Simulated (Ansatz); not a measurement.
The start is a generated cell, Mo placed in the diamond structure type. The structure is fully relaxed (lattice and positions, P = 0) with PBEsol (plane waves to 420 eV, PAW, scalar-relativistic; Ansatz, a quantum-chemistry and plane-wave program). The first steps use a coarse 10×10×10 k-mesh.

Input geometry:
```yaml
crystal:
  lattice:
    - [0.00000, 2.82830, 2.82830]
    - [2.82830, 0.00000, 2.82830]
    - [2.82830, 2.82830, 0.00000]
  atoms:
    - { symbol: Mo, position: [0.25000, 0.25000, 0.25000] }
    - { symbol: Mo, position: [0.00000, 0.00000, 0.00000] }
```

Task: How large is the pressure on the unrelaxed cell, and of which sign?

Result: -2.8 GPa (negative: the cell is under tension).

Task: How does the volume change?

Result: -2.4 %, from 22.62 to 22.08 Å³/atom.

Task: How do the shortest distances between atoms change?

Result: The closest pairs of elements (up to four, under 3.6 Å), start → end: Mo–Mo 2.45 → 2.43 Å.

Task: Is the relaxed structure metallic? Give its gap.

Result: Zero (metallic).

Task: Give the final cell and atomic positions.

Result: 
```cif
data_Mo8
_chemical_formula_sum 'Mo8'
_space_group_name_H-M_alt 'Fd-3m :1'
_space_group_IT_number 227
_space_group_name_Hall 'F 4d 2 3 -1d'
_cell_length_a 5.61088
_cell_length_b 5.61088
_cell_length_c 5.61088
_cell_angle_alpha 90.000
_cell_angle_beta 90.000
_cell_angle_gamma 90.000
loop_
_atom_site_label
_atom_site_type_symbol
_atom_site_symmetry_multiplicity
_atom_site_Wyckoff_symbol
_atom_site_fract_x
_atom_site_fract_y
_atom_site_fract_z
_atom_site_occupancy
Mo1 Mo 8 b 0.50000 0.50000 0.50000 1
```
(The calculation used a cell of 2 atoms; values per cell refer to that cell.)

The space group stays Fd-3m (No. 227) (the run could not lower it); the end is diamond type, with 2 atoms in the primitive cell. Final values are on a 14×14×14 k-mesh of the relaxed cell. No spin polarisation in the result.

The run could not lose the symmetry of its start, so the end can be a saddle point.

All atoms sit on sites fixed by symmetry, so only the cell could relax.

The relaxed structure here is a generated cell of Mo: the first start was made by placing the elements on the sites of a structure type, and the end was not matched to a known phase here, so it may be hypothetical. Known forms of Mo include space group No. 229.
